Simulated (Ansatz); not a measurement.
input.yaml (Ansatz)

```yaml
crystal:
  lattice:
    - [0.0, 3.6292040471, 3.6292040471]
    - [3.6292040471, 0.0, 3.6292040471]
    - [3.6292040471, 3.6292040471, 0.0]
  atoms:
    - { symbol: Rb, position: [0.0, 0.0, 0.0] }
hamiltonian:
  xc: r2scan
  pseudopotentials:
    kind: paw
    azcp:
      Rb: "pseudopotentials/Rb.paw.azcp"
basis:
  ecutwfc: 500
  fft_grid_basis: typed
kpoints:
  mp_grid: { grid: [12, 12, 12], shift: [0, 0, 0] }
magnetization:
  spin_polarized: false
scf:
  occupations: { method: fermi_dirac, width: 0.1 }
```

Output

```
Engine: ansatz 0.2.0, x86_64-unknown-linux-gnu
Pseudopotentials: kind: paw
Pseudopotential: Rb, paw, valence charge 9, recommended cutoff 500 eV (meta_gga) 
Functional definition: r2SCAN
  parameter k0 = 0.174
  parameter k1 = 0.065
  parameter a1 = 4.9479
  exchange = r2scan_x(k0 = k0, k1 = k1, a1 = a1)
  correlation = r2scan_c
Crystal: 1 atoms, lattice volume = 95.601 Å³
Basis set: ecut = 500 eV, 2421 PW (Γ), exchange–correlation on 160×160×160 points (64 copies of the dense FFT grid, shifted against one another)
Bands: 9, of which v1, the nominal top of the filled ones, is band 5 counted from 1 (4 counted from 0)
Symmetry: 48 space group operations
Space group: Fm-3m (ITA 225), of the structure as read, at distance tolerance 4.6e-5 Å
k-points: 72 of 1728
Non-local potential: Rb, projectors of the file, l = 0: 3, l = 1: 2, l = 2: 2
PAW form: soft (Blöchl's): semilocal exchange-correlation on the pseudo side does not see the compensation charge
PAW frozen core: Rb, regenerated for the run's functional (the file was generated under x = pbe(κ = 0.804, μ = 0.2195149727645171), c = pbe(β = 0.06672455060314922))
PAW one-centre angular grid: Rb, 302 points (default); XC on 160 Gauss nodes
Initial density: superposition of atomic densities (neutral atoms: chi_scale 0, normalization atom), corrected by the library's trained network
Initial wavefunctions: pseudopotential atomic-orbital guess
Functional: x = r2scan, c = r2scan; τ floored in thin density (d = 2e-4 eV/Å³)
SCF iter   1: F=—  HF=-3278.005432 eV  |F-HF|=—  |Δ(HF+E_count)|=         —  Δρ=2.28e-3  dr2=1.84e-3  dr2_τ=5.94e-4  ethr=1.77e-3  ⟨swp⟩=7.2  Hψ=5530  notcnv=0
SCF iter   2: F=—  HF=-3278.008741 eV  |F-HF|=—  |Δ(HF+E_count)|=   3.31e-3  Δρ=1.42e-3  dr2=7.01e-4  dr2_τ=7.46e-5  ethr=2.04e-5  ⟨swp⟩=2.0  Hψ=1872  notcnv=0
SCF iter   3: F=—  HF=-3278.010349 eV  |F-HF|=—  |Δ(HF+E_count)|=   1.61e-3  Δρ=2.17e-4  dr2=6.13e-5  dr2_τ=1.04e-5  ethr=7.79e-6  ⟨swp⟩=2.0  Hψ=1224  notcnv=0
SCF iter   4: F=—  HF=-3278.010319 eV  |F-HF|=—  |Δ(HF+E_count)|=   3.04e-5  Δρ=8.23e-5  dr2=1.51e-5  dr2_τ=6.81e-7  ethr=6.81e-7  ⟨swp⟩=2.7  Hψ=951  notcnv=0
SCF iter   5: F=—  HF=-3278.010336 eV  |F-HF|=—  |Δ(HF+E_count)|=   1.69e-5  Δρ=6.20e-5  dr2=4.73e-6  dr2_τ=7.92e-7  ethr=1.68e-7  ⟨swp⟩=2.5  Hψ=928  notcnv=0
SCF iter   6: F=—  HF=-3278.010332 eV  |F-HF|=—  |Δ(HF+E_count)|=   3.72e-6  Δρ=3.76e-5  dr2=1.69e-6  dr2_τ=3.19e-7  ethr=5.25e-8  ⟨swp⟩=1.5  Hψ=685  notcnv=0
SCF iter   7: F=-3278.010330 eV  HF=-3278.010330 eV  |F-HF|=1.92e-8  |Δ(HF+E_count)|=   1.51e-6  Δρ=2.80e-6  dr2=1.53e-8  dr2_τ=3.32e-10  ethr=1.11e-9  ⟨swp⟩=1.0  Hψ=1878  notcnv=0
SCF 1 converged in 7 iterations: F = -3278.010330 eV  dr2 = 1.53e-8
SCF converged after 7 iterations
Free energy (F): -3278.010330 eV
Harris-Foulkes:  -3278.010330 eV  (|F-HF|=1.92e-8)
Internal energy: -3277.982794 eV  (E = F + TS)
E sigma→0 (E₀):  -3277.996562 eV
Entropy (-TS):   -0.027536 eV (-27.536 meV/atom)
Fermi energy:    1.795853 eV
--- Per-component energies (eV) ---
  E_band       = -126.696101
  E_kinetic    = 191.259497
  E_local      = -718.281642  (includes V_loc(G=0)·N_el)
  E_nonlocal   = 172.477577
  E_hartree    = 202.890379
  E_xc         = -122.989345
  E_vxc        = -148.716129  (∫ρ·V_xc dr)
  E_paw        = -2634.816003  (= ΣΔE_a)
  E_vpaw       = -37.514428  (= ΣTr[D̂ρ^β])
  E_aug_tail   = -0.000000  (compensation charges beyond the density's cutoff)
  E_vtau       = 8.297563  (kinetic-family band-sum trace: ∫τ·v_τ [+ j·A + Jᵃ·Aᵃ] dr)
  E_ewald      = -368.376329
  E_core_change = -0.146927  (= ΣΔE_core)
  E_smearing   = -0.027536  (= −TS)
  E_closure    = -0.000000  (closes the sum)
  Σ components = -3278.010330   (vs F -3278.010330, Δ=0.00e0)
```

Command:

```sh
ansatz run input.yaml --threads 1 --pin off --max-ram 3584MiB --backend cpu --events-out ev --progress --plain --runs-dir out
```

On 1 thread of Intel(R) Xeon(R) Platinum 8259CL CPU @ 2.50GHz (Skylake/Cascade Lake) (shared host) this took about 12 s of wall time and 11 s of CPU time.
